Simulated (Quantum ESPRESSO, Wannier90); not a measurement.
## Wannier functions of GaN (zinc blende)

Cell from Materials Project (mp-830), symmetrised, no further relaxation. Not found in the COD (Crystallography Open Database) copy used, which has the formula in other groups; not checked further. Method: PBEsol plane waves in Quantum ESPRESSO 7.5 (PseudoDojo norm-conserving files, 68 Ry, spinors with spin-orbit coupling), Bloch states on a 10×10×10 mesh through Γ, Wannier90 4.0.1. Density: 12×12×12 mesh, cold smearing 0.01 Ry.

On the energy scale of pw.x, whose zero is arbitrary, the valence-band maximum lies at 10.46 eV.

Input w.win:

```
num_bands = 10
num_wann = 10
exclude_bands = 1-2,13-40
spinors = true
num_iter = 1000
conv_tol = 1.0e-6
conv_window = 4
write_hr = true
write_u_matrices = true
auto_projections = true
begin unit_cell_cart
ang
    0.0000000000    2.2535000000    2.2535000000
    2.2535000000    0.0000000000    2.2535000000
    2.2535000000    2.2535000000    0.0000000000
end unit_cell_cart
begin atoms_frac
Ga   0.0000000000  0.0000000000  0.0000000000
N    0.2500000000  0.2500000000  0.2500000000
end atoms_frac
mp_grid = 10 10 10
begin kpoints
0.0000000000 0.0000000000 0.0000000000
0.0000000000 0.0000000000 0.1000000000
0.0000000000 0.0000000000 0.2000000000
... (997 more lines: the 10x10x10 mesh through Gamma)
end kpoints
```

Input of pw2wannier90.x that gives the overlap and projection files (equivalent; here they were cut from one run over all bands):

```
&inputpp
  outdir = './out'
  prefix = 'pwscf'
  seedname = 'w'
  write_amn = .true.
  write_mmn = .true.
  atom_proj = .true.
  atom_proj_exclude = 11 12 13 14 15 16 17 18 19 20 21 22 23 24 25 26
/
```

Output w.wout (banner and timings cut):

```
                                    ------
                                    SYSTEM
                                    ------

                              Lattice Vectors (Ang)
                    a_1     0.000000   2.253500   2.253500
                    a_2     2.253500   0.000000   2.253500
                    a_3     2.253500   2.253500   0.000000

                   Unit Cell Volume:      22.88773  (Ang^3)

                        Reciprocal-Space Vectors (Ang^-1)
                    b_1    -1.394095   1.394095   1.394095
                    b_2     1.394095  -1.394095   1.394095
                    b_3     1.394095   1.394095  -1.394095

 *----------------------------------------------------------------------------*
 |   Site       Fractional Coordinate          Cartesian Coordinate (Ang)     |
 +----------------------------------------------------------------------------+
 | ga   1   0.00000   0.00000   0.00000   |    0.00000   0.00000   0.00000    |
 | n    1   0.25000   0.25000   0.25000   |    1.12675   1.12675   1.12675    |
 *----------------------------------------------------------------------------*
                                ------------
                                K-POINT GRID
                                ------------

             Grid size = 10 x 10 x 10      Total points = 1000

 *---------------------------------- MAIN ------------------------------------*
 |  Number of Wannier Functions               :                10             |
 |  Number of Objective Wannier Functions     :                10             |
 |  Number of input Bloch states              :                10             |
 |  Output verbosity (1=low, 5=high)          :                 1             |
 |  Timing Level (1=low, 5=high)              :                 1             |
 |  Optimisation (0=memory, 3=speed)          :                 3             |
 |  Length Unit                               :               Ang             |
 |  Post-processing setup (write *.nnkp)      :                 F             |
 |  Using Gamma-only branch of algorithms     :                 F             |
 *----------------------------------------------------------------------------*
 *------------------------------- WANNIERISE ---------------------------------*
 |  Total number of iterations                :              1000             |
 |  Number of CG steps before reset           :                 5             |
 |  Trial step length for line search         :             2.000             |
 |  Convergence tolerence                     :         0.100E-05             |
 |  Convergence window                        :                 4             |
 |  Iterations between writing output         :                 1             |
 |  Iterations between backing up to disk     :               100             |
 |  Write r^2_nm to file                      :                 F             |
 |  Write xyz WF centres to file              :                 F             |
 |  Write on-site energies <0n|H|0n> to file  :                 F             |
 |  Use guiding centre to control phases      :                 F             |
 |  Use phases for initial projections        :                 F             |
 *----------------------------------------------------------------------------*
 *-------------------------------- PLOTTING ----------------------------------*
 |  Plotting Hamiltonian in WF basis          :                 T             |
 *----------------------------------------------------------------------------*

       ... (k-mesh section left out)

 Starting a new Wannier90 calculation ...

 Reading overlaps from w.mmn

 Reading projections from w.amn

 *------------------------------- WANNIERISE ---------------------------------*
 +--------------------------------------------------------------------+<-- CONV
 | Iter  Delta Spread     RMS Gradient      Spread (Ang^2)            |<-- CONV
 +--------------------------------------------------------------------+<-- CONV

 ------------------------------------------------------------------------------
 Initial State
  WF centre and spread    1  (  0.000000, -0.000000, -0.000000 )     0.72690154
  WF centre and spread    2  ( -0.000000,  0.000000, -0.000000 )     1.05096411
  WF centre and spread    3  (  0.000000,  0.000000,  0.000000 )     0.64565799
  WF centre and spread    4  ( -0.000000, -0.000000,  0.000000 )     0.64565799
  WF centre and spread    5  ( -0.000000,  0.000000,  0.000000 )     1.05096411
  WF centre and spread    6  (  0.000000, -0.000000, -0.000000 )     0.72690154
  WF centre and spread    7  ( -0.000000, -0.000000,  0.000000 )     1.02850700
  WF centre and spread    8  ( -0.000000,  0.000000,  0.000000 )     1.02843952
  WF centre and spread    9  ( -0.000000,  0.000000,  0.000000 )     1.02843952
  WF centre and spread   10  (  0.000000, -0.000000,  0.000000 )     1.02850700
  Sum of centres and spreads ( -0.000000, -0.000000,  0.000000 )     8.96094030

      0     0.896E+01     0.0000000000        8.9609403048  <-- CONV
        O_D=      0.0667501 O_OD=      0.7372369 O_TOT=      8.9609403 <-- SPRD
 ------------------------------------------------------------------------------
      1    -0.144E-01     0.0348765503        8.9465314541  <-- CONV
        O_D=      0.0663490 O_OD=      0.7232293 O_TOT=      8.9465315 <-- SPRD
      2    -0.326E-02     0.0179645742        8.9432745184  <-- CONV
        O_D=      0.0664291 O_OD=      0.7198922 O_TOT=      8.9432745 <-- SPRD
      3    -0.103E-02     0.0176096515        8.9422480780  <-- CONV
        O_D=      0.0664034 O_OD=      0.7188915 O_TOT=      8.9422481 <-- SPRD
      4    -0.464E-03     0.0123716988        8.9417838244  <-- CONV
        O_D=      0.0663789 O_OD=      0.7184517 O_TOT=      8.9417838 <-- SPRD
      5    -0.117E-03     0.0060792451        8.9416668948  <-- CONV
        O_D=      0.0663823 O_OD=      0.7183314 O_TOT=      8.9416669 <-- SPRD
       ... (lines left out)
     12    -0.479E-06     0.0003396037        8.9416154206  <-- CONV
        O_D=      0.0663948 O_OD=      0.7182674 O_TOT=      8.9416154 <-- SPRD
     13    -0.298E-06     0.0003761641        8.9416151225  <-- CONV
        O_D=      0.0663949 O_OD=      0.7182670 O_TOT=      8.9416151 <-- SPRD
     14    -0.333E-06     0.0002287106        8.9416147893  <-- CONV
        O_D=      0.0663954 O_OD=      0.7182662 O_TOT=      8.9416148 <-- SPRD
             <<<     Delta < 1.000E-06  over  4 iterations     >>>
             <<< Wannierisation convergence criteria satisfied >>>
 Final State
  WF centre and spread    1  (  0.000000, -0.000000, -0.000000 )     0.72553382
  WF centre and spread    2  ( -0.000000,  0.000000, -0.000000 )     1.05117559
  WF centre and spread    3  (  0.000000,  0.000000,  0.000000 )     0.64391927
  WF centre and spread    4  ( -0.000000, -0.000000,  0.000000 )     0.64391927
  WF centre and spread    5  ( -0.000000,  0.000000,  0.000000 )     1.05117559
  WF centre and spread    6  (  0.000000, -0.000000, -0.000000 )     0.72553382
  WF centre and spread    7  ( -0.000000, -0.000000,  0.000000 )     1.02506280
  WF centre and spread    8  ( -0.000000,  0.000000,  0.000000 )     1.02511592
  WF centre and spread    9  ( -0.000000,  0.000000,  0.000000 )     1.02511592
  WF centre and spread   10  (  0.000000, -0.000000,  0.000000 )     1.02506280
  Sum of centres and spreads ( -0.000000, -0.000000,  0.000000 )     8.94161479

         Spreads (Ang^2)       Omega I      =     8.156953228
        ================       Omega D      =     0.066395359
                               Omega OD     =     0.718266202
    Final Spread (Ang^2)       Omega Total  =     8.941614789
```
